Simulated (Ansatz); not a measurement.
Trial structure of Al3B2Sb, not yet relaxed:

```xyz
6
Lattice="3.9964 0.0000 0.0000 -1.9982 3.4609 0.0000 0.0000 0.0000 6.9388" Properties=species:S:1:pos:R:3 pbc="T T T"
Al    1.9982    0.0000    2.5760
Al   -0.9991    1.7305    2.5760
Al    0.9991    1.7305    2.5760
B     0.0000    0.0000    1.4252
B     0.0000    0.0000    3.1227
Sb    0.0000    0.0000    6.1449
```

Level of theory: DFT PBE, scalar-relativistic, plane waves, PAW in Ansatz. Plane waves to 420 eV, a k mesh through Γ of 6×6×4 on the computed 6-atom cell and Gaussian smearing (0.10 eV); no spin polarisation.

Formation energies are uncorrected and refer to the elements' standard structures at the same level.

**Question.** How far from equilibrium is it?

**Answer.** The pressure is 53.4 GPa (the mean over three directions, positive in compression), the largest force is 1.81 eV/Å, and the energy is +2.40 eV/atom against the elements. The shortest distance is 1.70 Å.

**Question.** How much does it gain on relaxing, and where does it end?

**Answer.** Relaxing gains about 1.5 eV/atom (the start's value is from the coarse mesh, so the gain is rough) in 21 ionic steps and ends at +0.94 eV/atom on the finer mesh. The symmetry goes from P6mm (No. 183) to P6/mmm (No. 191). The volume per atom grows by 35.0 %, from 16.0 to 21.6 Å³. The shortest distance goes from 1.70 Å (B–B) to 1.64 Å (B–B). Conventional cell: a = 4.952 Å, c = 6.101 Å. Al has 4 Al at 2.48 Å and 4 B at 2.61 Å; around B lie 1 B at 1.64 Å, 1 Sb at 2.23 Å and 6 Al at 2.61 Å; Sb is surrounded by 2 B at 2.23 Å.

The last run used a 12×12×6 mesh (in the run's order of axes) for its 6-atom cell and Gaussian smearing of 0.10 eV. These runs have no spin–orbit coupling, which can matter for Sb. The relaxation can't lower the symmetry of the start. Symmetry constrained the relaxation, so the result can be a saddle point. Another cell of Al3B2Sb relaxed alike, in P-62m, lies 0.59 eV/atom lower, so this cell isn't the stable form at this level.
